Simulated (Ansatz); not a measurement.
Tl:
```yaml
crystal:
  lattice:
    - [3.18748, 0.00000, 0.00000]
    - [0.00000, 3.18748, 0.00000]
    - [0.00000, 0.00000, 3.18748]
  atoms:
    - { symbol: Tl, position: [0.00000, 0.00000, 0.00000] }
```

Relaxed with r²SCAN.

Problem. List the phonon frequencies at the special points (DFPT on a 4×4×4 q-mesh, Fourier-interpolated; r²SCAN (plane waves, PAW; program Ansatz)).

Solution. In cm⁻¹.

```tsv
q	frequencies
Γ	0 0 0
X	16i 16i 84
M	18i 80 80
R	73 73 73
```

Space group Pm-3m (simple cubic). A made-up cell: these elements were put on the sites of a structure type; neither database checked (COD, Materials Project) lists it. It is not the phase usual at ambient conditions (space group No. 194). Symmetry was held in the r²SCAN relaxation. At this level the phase is mechanically unstable. As this level gives no gap, phonon frequencies hold no LO–TO term and depend on the k-mesh and smearing (Fermi–Dirac, 0.1 eV here). Spin–orbit coupling is left out wherever it is not named.

Potentials: the later of the program's two PAW sets.
